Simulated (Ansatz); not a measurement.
InSb: single point with Ansatz

System: InSb (zinc blende type), 2 atoms in the cell.

Ansatz input (lattice in Å, positions in fractions of it)
```yaml
crystal:
  lattice:
    - [0, 3.32, 3.32]
    - [3.32, 0, 3.32]
    - [3.32, 3.32, 0]
  atoms:
    - { symbol: In, position: [0, 0, 0] }
    - { symbol: Sb, position: [0.25, 0.25, 0.25] }
kpoints:
  mp_grid: { grid: [6, 6, 6] }
hamiltonian:
  xc: pbe
  pseudopotentials:
    kind: all_electron
    nuclear_model: point
    lapw: { basis_error: "0.25 meV" }
scf:
  occupations: { method: fermi_dirac, width: 0.02 }
  convergence: { dr2_threshold: "1e-9 eV" }
  max_iter: 300
  n_bands: 38
output:
  forces: true
  stress: true
  eigenvalues: true
```

Method: PBE, all-electron LAPW, point nucleus in Ansatz.

Output, in brief

```json
{
  "Pressure": "-0.02 GPa",
  "Smearing term TS": "0.2 meV/atom",
  "Electrons in bands": "44",
  "Irreducible k-points": "16",
  "CPU time": "roughly 22 core-seconds on a shared host"
}
```

Stress tensor in GPa, compression positive:
```
-0.02  0.00  0.00
 0.00 -0.02  0.00
 0.00  0.00 -0.02
```

The k-mesh is modest, so these values aren't fully converged in k.
